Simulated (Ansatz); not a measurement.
Polymorphs of BAs, each relaxed with PBEsol in the plane-wave PAW code Ansatz:

A: P6_222
a = b = 3.429 Å, c = 7.403 Å, α = β = 90.00°, γ = 120.00°

```csv
atom,site,symmetry,x,y,z
B,3d,222,0.5000,0.0000,0.5000
As,3c,222,0.5000,0.0000,0.0000
```

B: zinc blende (F-43m)
a = 4.7678 Å, b = 4.7678 Å, c = 4.7678 Å, α = 90.00°, β = 90.00°, γ = 90.00°

| atom | site | symmetry | x | y | z |
|---|---|---|---|---|---|
| B | 4c | -43m | 0.2500 | 0.2500 | 0.2500 |
| As | 4a | -43m | 0.0000 | 0.0000 | 0.0000 |

Question: Put the candidates in order of energy per atom at 0 K, lowest first, for PBEsol.

Answer: B (+0 meV/atom), A (+413 meV/atom)

Question: Give each one's gap.

Answer: A 0.31 eV; B 1.08 eV.

Typed or built starts, not in the databases checked: A. Not the usual ambient phase: A. All cells were relaxed under the symmetry of their starts (and spin orders); stability against distortions was not tested throughout. Scalar-relativistic: spin–orbit coupling is off unless named, which matters more the heavier the elements.

Energies hold the estimated change up to a 700 eV cutoff; steps of a few meV lie near the error of the meshes.

Potentials: the earlier of the program's two PAW sets. The files were generated under PBE; for other functionals the program regenerates the frozen cores, and for LDA and PBEsol the local potential too.
